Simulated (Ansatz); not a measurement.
Structure relaxation, CsCdCl₃

The start is a generated cell, CsCdCl3 placed in the GdFeO3 structure type. A full variable-cell relaxation at zero pressure is run with r2SCAN (plane waves to 500 eV, PAW, scalar-relativistic; Ansatz, an electronic-structure program). The first steps use a coarse 3×2×3 k-mesh.

Starting cell:
```yaml
crystal:
  lattice:
    - [7.45988, 0.00000, 0.00000]
    - [0.00000, 10.52587, 0.00000]
    - [0.00000, 0.00000, 7.43497]
  atoms:
    - { symbol: Cs, position: [0.48770, 0.25000, 0.99160] }
    - { symbol: Cs, position: [0.98770, 0.25000, 0.50840] }
    - { symbol: Cs, position: [0.51230, 0.75000, 0.00840] }
    - { symbol: Cs, position: [0.01230, 0.75000, 0.49160] }
    - { symbol: Cd, position: [0.00000, 0.00000, 0.00000] }
    - { symbol: Cd, position: [0.50000, 0.50000, 0.50000] }
    - { symbol: Cd, position: [0.00000, 0.50000, 0.00000] }
    - { symbol: Cd, position: [0.50000, 0.00000, 0.50000] }
    - { symbol: Cl, position: [0.03130, 0.25000, 0.05860] }
    - { symbol: Cl, position: [0.53130, 0.25000, 0.44140] }
    - { symbol: Cl, position: [0.96870, 0.75000, 0.94140] }
    - { symbol: Cl, position: [0.46870, 0.75000, 0.55860] }
    - { symbol: Cl, position: [0.28800, 0.53700, 0.21300] }
    - { symbol: Cl, position: [0.78800, 0.96300, 0.28700] }
    - { symbol: Cl, position: [0.71200, 0.03700, 0.78700] }
    - { symbol: Cl, position: [0.21200, 0.46300, 0.71300] }
    - { symbol: Cl, position: [0.71200, 0.46300, 0.78700] }
    - { symbol: Cl, position: [0.21200, 0.03700, 0.71300] }
    - { symbol: Cl, position: [0.28800, 0.96300, 0.21300] }
    - { symbol: Cl, position: [0.78800, 0.53700, 0.28700] }
```

### Question
Which atoms feel the largest initial force, and how large is it?

### Answer
0.57 eV/Å, on Cl13, Cl14, Cl15, Cl16, Cl17, Cl18, Cl19, Cl20 (atoms numbered as listed).

### Question
What symmetry does the relaxed structure have?

### Answer
The space group goes from Pnma (No. 62) to Pm-3m (No. 221); the end is cubic perovskite type, with 5 atoms in the primitive cell.

### Question
How does the volume per atom move from start to end?

### Answer
-0.4 %, from 29.19 to 29.07 Å³/atom.

### Question
How do the shortest distances between atoms change?

### Answer
The closest pairs of elements (up to four, under 3.6 Å), start → end: Cd–Cl 2.68 → 2.63 Å; Cl–Cs 3.18 → 3.72 Å.

### Question
What band gap does the relaxed structure have at this level?

### Answer
2.48 eV, indirect (valence top at R, conduction bottom at Γ) (no spin-orbit coupling).

Final values are on a 5×5×5 k-mesh of the relaxed cell. No spin polarisation in the result.

The run could not lose the symmetry of its start.
